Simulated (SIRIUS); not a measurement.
A self-consistent single point of BaTiO3 (Pm-3m, 5 atoms in the cell; from Materials Project mp-2998, changed as shown).

```xyz
5
Lattice="3.9927 0.0000 0.0000 0.0000 3.9927 0.0000 0.0000 0.0000 3.9927" Properties=species:S:1:pos:R:3 pbc="T T T"
Ba     1.9964     1.9964     1.9964
Ti     0.0000     0.0000     0.0000
O      1.9964     0.0000     0.0000
O      0.0000     1.9964     0.0000
O      0.0000     0.0000     1.9964
```

Level of theory: PBE, GBRV PBE ultrasoft pseudopotentials (plane waves; SIRIUS).

SIRIUS settings:

| setting | value |
|---|---|
| parameters.ngridk | 6 6 6 |
| parameters.xc_functionals | [XC_GGA_X_PBE, XC_GGA_C_PBE] |
| parameters.gk_cutoff | 6.325 1/bohr |
| parameters.pw_cutoff | 14.143 1/bohr |
| parameters.smearing | fermi_dirac |
| parameters.smearing_width | 0.000367493 Ha |
| potentials | GBRV PBE ultrasoft pseudopotentials |
| parameters.electronic_structure_method | pseudopotential |
| parameters.num_bands | 24 |
| parameters.num_mag_dims | 0 |
| parameters.num_dft_iter | 100 |
| parameters.energy_tol | 1e-07 Ha |
| parameters.density_tol | 1e-06 |
| mixer.type | broyden2 |
| mixer.beta | 0.7 |
| mixer.use_hartree | false |

Results:

```
Item                                                     Result
------------------------------------------------  -------------
Number of valence electrons                                  40
Number of bands                                              24
Number of k-points after the program's reduction             20
Number of plane waves (most at a k-point)                  1856
Number of SCF iterations                                     23
FFT grid                                           36 × 36 × 36
Free energy E − TS                                -3906.5046 eV
Gap on the k-point mesh                                 1.81 eV
Pressure                                               4.49 GPa
```

Stress (GPa, positive for compression):
```
4.49  0.00  0.00
0.00  4.49  0.00
0.00  0.00  4.49
```

Gaps are taken between levels on the mesh.

For comparison: a first run was changed to give this one (lattice scaled by 0.98), and from it to this one the free energy drops by 2.9 meV/atom, the pressure goes from -5.22 to 4.49 GPa and the gap on the mesh goes from 1.682 to 1.810 eV.

The structure comes from a collection of computed structures, made at another level of theory; the collection holds predicted forms beside known ones. Its lattice was then scaled.

Cost on one core: roughly 25 core-seconds.
